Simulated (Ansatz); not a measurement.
ZnS (zinc blende, F-43m), the program Ansatz at the LDA level (PAW): ε∞ = 6.18, cell volume 37.15 Å³. Infrared-active transverse modes:

| ω_TO (cm⁻¹) | oscillator strength S_xx (e²/amu) |
|---|---|
| 290.7 | 0.1675 |

Question: Compute the static dielectric constant.

Answer: Each mode adds (4.921e7/V) S/ω²: 2.63. So ε0 = 8.80.

Question: What LO frequency does the Lyddane–Sachs–Teller relation give?

Answer: ω_LO = ω_TO √(ε0/ε∞) = 347 cm⁻¹.

Symmetry was held in the LDA relaxation.

Potentials: the earlier of the program's two PAW sets. The files were generated under PBE; for other functionals the program regenerates the frozen cores, and for LDA and PBEsol the local potential too.
